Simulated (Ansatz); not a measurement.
Sb (A7 (α-As type), space group No. 166) under volume change, plane-wave PAW PBEsol (Ansatz code), shape and atoms relaxed at each volume.

```csv
V (Å³/atom),E − E(relaxed) (meV/atom),P (GPa)
27.145,39.8,5.22
28.040,[?],[?]
28.935,[?],[?]
29.830,0.0,0.00
30.725,3.4,-1.18
31.620,12.5,-2.08
32.514,26.2,-2.77
```

### Question
What belongs in the gaps?

### Answer

- 28.040, E − E(relaxed) (meV/atom): 16.7
- 28.040, P (GPa): 3.17
- 28.935, E − E(relaxed) (meV/atom): 3.9
- 28.935, P (GPa): 1.45

### Question
What does a third-order Birch–Murnaghan fit give for V₀, B₀ and B′?

### Answer
V₀ = 29.84 Å³/atom, B₀ = 42.1 GPa, B′ = 5.9.

Space group R-3m (A7 (α-As type)). The PBEsol relaxation kept the symmetry of its start. Spin–orbit coupling is left out wherever it is not named.

Potentials: the earlier of the program's two PAW sets. The files were generated under PBE; for other functionals the program regenerates the frozen cores, and for LDA and PBEsol the local potential too.
